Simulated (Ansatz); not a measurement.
The structure is an experimental refinement, used without relaxation.

Below is the log of a run of Ansatz 0.2.0.

```
Sn: projections on atomic orbitals take those of the free atom 1s2 2s2 2p6 3s2 3p6 3d10 4s2 4p6 4d10 5s2 5p2, of charge +0.00 (hamiltonian.pseudopotentials.projection_atoms)
O: projections on atomic orbitals take those of the free atom 1s2 2s2 2p4, of charge +0.00 (hamiltonian.pseudopotentials.projection_atoms)
LAPW: plane waves up to 10.415 Å⁻¹, error target 1.0e-3 eV per atom; small_component_spin mean_spin; O in spheres of 0.902 Å, 8 of its electrons in bands, Dirac shells []; Sn in spheres of 1.145 Å, 32 of its electrons in bands, Dirac shells []
Engine: ansatz 0.2.0
Pseudopotentials: kind: all_electron
Pseudopotential: Sn, LAPW, valence charge 32, Koelling and Harmon's equation, gaussian nucleus
Pseudopotential: O, LAPW, valence charge 8, Koelling and Harmon's equation, gaussian nucleus
Functional definition: SPW92
  exchange = slater_x
  correlation = pw_c
Crystal: 6 atoms, lattice volume = 71.511 Å³
Basis set: ecut = 413.2417177548899 eV, 1395 PW (Γ), exchange–correlation at level 2
Bands: 58, of which v1, the nominal top of the filled ones, is band 48 counted from 1 (47 counted from 0)
Symmetry: 16 space group operations
Space group: P42/mnm (ITA 136), of the structure as read, at distance tolerance 4.2e-5 Å
k-points: 24 of 96
Non-local potential: Sn, projectors of the file, none
Non-local potential: O, projectors of the file, none
Initial density: superposition of atomic densities (chi_scale 0.1, normalization cell, long waves kept (reshape's long-wave potential 0.00 eV rms))
Initial wavefunctions: plane waves of lowest kinetic energy (no species holds an atomic orbital)
Functional: x = slater, c = lda
iter 1 solved again at ethr=1.25e-2 eV; its pass at ethr=1.00e-1 eV (dr2=1.20e1 eV) is discarded
SCF iter   1: F=—  HF=-344041.307322 eV  |F-HF|=—  |Δ(HF+E_count)|=         —  Δρ=1.23e-1  dr2=1.20e1  ethr=1.25e-2  ⟨swp⟩=2.0  Hψ=8545  notcnv=0
preconditioner: auto → Resta (q_TF=auto, 2.866 Å⁻¹)  ε∞=3.2  [insulator: Δε(μ)=3.523 eV  Ē_g=21.213 eV  σ=0.030 eV  W_gap=1.00  n_scr=30 (ndim 8)  ℏωp=31.7 eV  f_vac=0.070  D(μ)=0.00/eV (n_scr^D=0)  ε∞_Penn≈3.2]
iter 2 solved again at ethr=3.03e-4 eV; its pass at ethr=1.25e-2 eV (dr2=2.91e-1 eV) is discarded
SCF iter   2: F=—  HF=-344035.642537 eV  |F-HF|=—  |Δ(HF+E_count)|=    5.66e0  Δρ=2.39e-2  dr2=2.89e-1  ethr=3.03e-4  ⟨swp⟩=2.5  Hψ=7141  notcnv=0
SCF iter   3: F=—  HF=-344035.280553 eV  |F-HF|=—  |Δ(HF+E_count)|=         —  Δρ=2.53e-2  dr2=5.54e-1  ethr=3.01e-4  ⟨swp⟩=3.0  Hψ=4480  notcnv=0
the basis was enlarged: its passes take 4.4 MiB over the memory plan, 2 of 2 planned eigensolver slots
SCF iter   4: F=—  HF=-344035.138658 eV  |F-HF|=—  |Δ(HF+E_count)|=   1.42e-1  Δρ=3.36e-3  dr2=4.95e-3  ethr=3.01e-4  ⟨swp⟩=2.3  Hψ=4226  notcnv=0
SCF iter   5: F=—  HF=-344035.128156 eV  |F-HF|=—  |Δ(HF+E_count)|=   1.05e-2  Δρ=1.35e-3  dr2=6.17e-4  ethr=5.16e-6  ⟨swp⟩=2.0  Hψ=3984  notcnv=0
SCF iter   6: F=—  HF=-344035.126962 eV  |F-HF|=—  |Δ(HF+E_count)|=   1.19e-3  Δρ=2.37e-4  dr2=4.92e-5  ethr=6.43e-7  ⟨swp⟩=3.0  Hψ=4247  notcnv=0
SCF iter   7: F=—  HF=-344035.126955 eV  |F-HF|=—  |Δ(HF+E_count)|=   6.81e-6  Δρ=5.25e-5  dr2=2.14e-6  ethr=5.12e-8  ⟨swp⟩=2.0  Hψ=3984  notcnv=0
SCF iter   8: F=-344035.126955 eV  HF=-344035.126955 eV  |F-HF|=1.69e-8  |Δ(HF+E_count)|=   5.88e-9  Δρ=7.90e-6  dr2=6.49e-8  ethr=2.23e-9  ⟨swp⟩=2.0  Hψ=3984  notcnv=0
SCF 1 converged in 8 iterations: F = -344035.126955 eV  dr2 = 6.49e-8
NSCF: frozen V_eff on 113 k-points
SCF converged after 8 iterations
Free energy (F): -344035.126955 eV
Harris-Foulkes:  -344035.126955 eV  (|F-HF|=1.69e-8)
Internal energy: -344035.126955 eV  (E = F + TS)
E sigma→0 (E₀):  -344035.126955 eV
Fermi energy:    12.023641 eV
--- Per-component energies (eV) ---
  E_band       = -14355.477859
  E_kinetic    = 361280.483606
  E_xc         = -9589.427439
  E_electrostatic = -695726.183122  (all electrons and nuclei)
  E_smearing   = -0.000000  (= −TS)
  E_closure    = 0.000000  (closes the sum)
  E_atoms      = -343992.751054  (free atoms, spherical and without spin; not in F)
  Σ components = -344035.126955   (vs F -344035.126955, Δ=0.00e0)
  Basis errors (estimates in eV, not in F): energy 4.3e-4 per atom: plane waves 4.0e-4 (2.4e-4 summed), levels above the bands 1.6e-174, relativity 1.0e-8, radial functions 3.3e-5, core shells 3.4e-7; eigenvalues (radial functions only) 2.0e-5; not estimated: angular momenta, meshes, grids; target (lapw.basis_error) 1.0e-3; muffin-tin radii O 0.902 Å, Sn 1.145 Å
--- Forces (eV/Å), atoms counted from 1 ---
  atom   1  Sn     0.00000000     0.00000000     0.00000000
  atom   2  Sn     0.00000000     0.00000000     0.00000000
  atom   3  O      0.05029747     0.05029747     0.00000000
  atom   4  O     -0.05029747     0.05029747     0.00000000
  atom   5  O     -0.05029747    -0.05029747     0.00000000
  atom   6  O      0.05029747    -0.05029747     0.00000000
  max |Σ_I F_I| component: 0.00e0 eV/Å
--- Stress (GPa, compression-positive) ---
       -1.107425       0.000000       0.000000
        0.000000      -1.107425       0.000000
        0.000000       0.000000      -0.516681
  P = ⅓ Tr σ = -0.9105 GPa (-9.105 kbar)
--- Band table (eV; the first three rows and the last of 24) ---
  k-point 0: bands = ["-488.9188", "-488.9188", "-488.9188", "-488.9188", "-455.3814", "-455.3814", "-455.3771", "-455.3771", "-455.3597", "-455.3597", "-455.3549", "-455.3549", "-455.3438", "-455.3438", "-115.8426", "-115.8426", "-71.8202", "-71.8202", "-71.7880", "-71.7877", "-71.7776", "-71.7776", "-9.5623", "-8.7994", "-8.5167", "-8.5025", "-8.5025", "-8.4156", "-8.3588", "-8.2655", "-8.2511", "-8.2511", "-7.3149", "-5.3662", "-5.3662", "-3.5314", "3.1706", "7.2829", "7.2829", "7.4379", "8.2664", "9.4133", "9.5315", "10.2028", "10.2028", "10.6628", "10.6628", "11.4687", "12.5785", "17.4257", "17.5567", "17.5567", "21.5344", "21.6941", "23.3667", "23.3667", "23.7942", "23.8276"]
  k-point 1: bands = ["-488.9188", "-488.9188", "-488.9188", "-488.9188", "-455.3814", "-455.3814", "-455.3771", "-455.3771", "-455.3597", "-455.3597", "-455.3549", "-455.3549", "-455.3438", "-455.3438", "-115.8426", "-115.8425", "-71.8201", "-71.8201", "-71.7891", "-71.7889", "-71.7775", "-71.7775", "-9.4342", "-8.7406", "-8.7406", "-8.6566", "-8.4652", "-8.4326", "-8.3474", "-8.2857", "-8.2857", "-8.2667", "-7.1498", "-4.9591", "-4.9591", "-3.7431", "3.1447", "7.2405", "7.5353", "7.5353", "7.8577", "8.4521", "9.2717", "9.2717", "9.2768", "10.6819", "10.6819", "11.2306", "14.0716", "17.9233", "18.6494", "18.6494", "20.3433", "22.8683", "23.2562", "23.2562", "23.3831", "23.7827"]
  k-point 2: bands = ["-488.9188", "-488.9188", "-488.9188", "-488.9188", "-455.3814", "-455.3814", "-455.3771", "-455.3771", "-455.3597", "-455.3597", "-455.3549", "-455.3549", "-455.3438", "-455.3438", "-115.8425", "-115.8425", "-71.8199", "-71.8199", "-71.7914", "-71.7913", "-71.7774", "-71.7774", "-9.1324", "-9.1227", "-9.1227", "-8.6164", "-8.3430", "-8.3416", "-8.3416", "-8.3207", "-8.3200", "-8.2736", "-6.5463", "-4.4291", "-4.2185", "-4.2185", "3.2927", "5.7211", "7.1692", "7.6700", "7.6700", "8.3713", "8.3713", "8.4912", "8.9813", "10.4507", "10.4507", "10.5907", "16.0786", "18.1981", "20.0280", "20.6381", "20.6381", "22.3225", "22.8322", "22.8322", "23.7479", "23.8983"]
  k-point 23: bands = ["-488.9188", "-488.9188", "-488.9188", "-488.9188", "-455.3814", "-455.3814", "-455.3771", "-455.3771", "-455.3597", "-455.3597", "-455.3549", "-455.3549", "-455.3438", "-455.3438", "-115.8424", "-115.8424", "-71.8198", "-71.8198", "-71.7925", "-71.7925", "-71.7773", "-71.7773", "-9.2968", "-9.2968", "-8.8402", "-8.8402", "-8.3710", "-8.3710", "-8.2846", "-8.2846", "-8.2452", "-8.2452", "-5.3030", "-5.3030", "-3.9485", "-3.9485", "3.3040", "3.3040", "6.3332", "6.3332", "8.8269", "8.8269", "9.0290", "9.0290", "10.4880", "10.4880", "10.6204", "10.6204", "16.0915", "16.0915", "20.1131", "20.1131", "22.2328", "22.2328", "22.3722", "22.3722", "24.3422", "24.3422"]
--- Löwdin populations: 6 sites ---
  site symbol       q [e]
     0     Sn     48.3730
     1     Sn     48.3730
     2      O      8.7503
     3      O      8.7503
     4      O      8.7503
     5      O      8.7503
  spilling = 0.001914 (of n_electrons = 132.000000)
```

The cell and starting positions:

```
CELL_PARAMETERS angstrom
4.73735 0.00000 0.00000
0.00000 4.73735 0.00000
0.00000 0.00000 3.18640
ATOMIC_POSITIONS crystal
Sn 0.00000 0.00000 0.00000
Sn 0.50000 0.50000 0.50000
O 0.30562 0.30562 0.00000
O 0.19438 0.80562 0.50000
O 0.69438 0.69438 0.00000
O 0.80562 0.19438 0.50000
```

Parts of the input that the log doesn't repeat:

```yaml
  band_path:
    path:
      - [0.0, 0.0, 0.0]
      - [0.0, 0.5, 0.0]
      - [0.5, 0.5, 0.0]
      - [0.0, 0.0, 0.0]
      - [0.0, 0.0, 0.5]
      - [0.0, 0.5, 0.5]
      - [0.5, 0.5, 0.5]
      - [0.0, 0.0, 0.5]
      - [0.0, 0.5, 0.0]
    npoints: 14
output:
  forces: true
  stress: true
  eigenvalues: true
  fatbands: true
  populations: true
  dos: { projected: true, de: 0.2, e_range: [-14, 8] }
```

Write the input that produced this log.


```yaml
crystal:
  lattice:
    - [4.73735, 0.0, 0.0]
    - [0.0, 4.73735, 0.0]
    - [0.0, 0.0, 3.1864]
  atoms:
    - { symbol: Sn, position: [0.0, 0.0, 0.0] }
    - { symbol: Sn, position: [0.5, 0.5, 0.5] }
    - { symbol: O, position: [0.30562, 0.30562, 0.0] }
    - { symbol: O, position: [0.19438, 0.80562, 0.5] }
    - { symbol: O, position: [0.69438, 0.69438, 0.0] }
    - { symbol: O, position: [0.80562, 0.19438, 0.5] }
kpoints:
  mp_grid: { grid: [4, 4, 6] }
  band_path:
    path:
      - [0.0, 0.0, 0.0]
      - [0.0, 0.5, 0.0]
      - [0.5, 0.5, 0.0]
      - [0.0, 0.0, 0.0]
      - [0.0, 0.0, 0.5]
      - [0.0, 0.5, 0.5]
      - [0.5, 0.5, 0.5]
      - [0.0, 0.0, 0.5]
      - [0.0, 0.5, 0.0]
    npoints: 14
scf:
  occupations: { method: fermi_dirac, width: 0.03 }
hamiltonian:
  xc: lda
  pseudopotentials: { kind: all_electron, lapw: { basis_error: 0.001 } }
output:
  forces: true
  stress: true
  eigenvalues: true
  fatbands: true
  populations: true
  dos: { projected: true, de: 0.2, e_range: [-14, 8] }
```
This is the input that was run; digits and keys that the log doesn't show could differ in an equivalent one.
